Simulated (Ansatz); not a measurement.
The relaxed structure here is a generated cell of TiC: the first start was made by placing the elements on the sites of a structure type, and the end was not matched to a known phase here, so it may be hypothetical. Known forms of TiC include space group No. 225.

The end point of a relaxation of TiC. Space group R3m (No. 160), AFLOW prototype AB_hR6_160_b_b (B13, as in NiS). All values below come from r2SCAN (plane waves to 500 eV, PAW, scalar-relativistic; Ansatz, a first-principles code).

```xyz
6
Lattice="4.5246 2.6123 0.9612 -4.5246 2.6123 0.9612 0.0000 -5.2246 0.9612" Properties=species:S:1:pos:R:3 pbc="T T T"
Ti     0.0000    -3.5704     0.6790
Ti    -3.0920     1.7852     0.6790
Ti     3.0920     1.7852     0.6790
C      0.0000    -1.5892     1.1346
C     -1.3763     0.7946     1.1346
C      1.3763     0.7946     1.1346
```

* **Volume per atom**: 11.36 Å³
* **Density**: 4.38 g/cm³
* **Band gap**: no gap on the sampled points, where the bands overlap only slightly; such a result is sensitive to mesh and level
* **Shortest distances**: C–Ti 2.03 Å; C–C 2.75 Å; Ti–Ti 2.87 Å
* **k-mesh**: 17×17×17

Band energies at high-symmetry points (eV from the Fermi level; labels of this space group; no spin-orbit coupling), from −5 eV up to 2.3 eV:

```
point                                                                   energies
-----  -------------------------------------------------------------------------
Γ      -3.72 -3.60 -3.60 -2.68 -1.73 -1.73 -1.14 -0.65 -0.65 0.02 2.15 2.15 2.24
L           -4.78 -4.39 -3.79 -3.33 -3.16 -2.27 -1.71 -0.99 -0.21 0.86 1.42 1.63
T           -3.99 -3.99 -3.98 -2.64 -2.57 -2.57 -2.18 -1.67 -1.67 1.59 1.59 1.64
P0          -4.87 -3.91 -3.91 -3.54 -3.26 -2.10 -2.10 -0.38 -0.38 0.99 1.40 1.40
P2          -4.87 -3.91 -3.91 -3.54 -3.26 -2.10 -2.10 -0.38 -0.38 0.99 1.40 1.40
F            -4.78 -4.04 -3.48 -1.85 -1.30 -0.98 -0.87 -0.35 0.13 0.16 0.29 1.46
```

No spin polarisation in the result.

The run could not lower the symmetry of its start; a shaken copy of this end point relaxes with r2SCAN to Fm-3m (No. 225), 0.70 eV/atom lower.
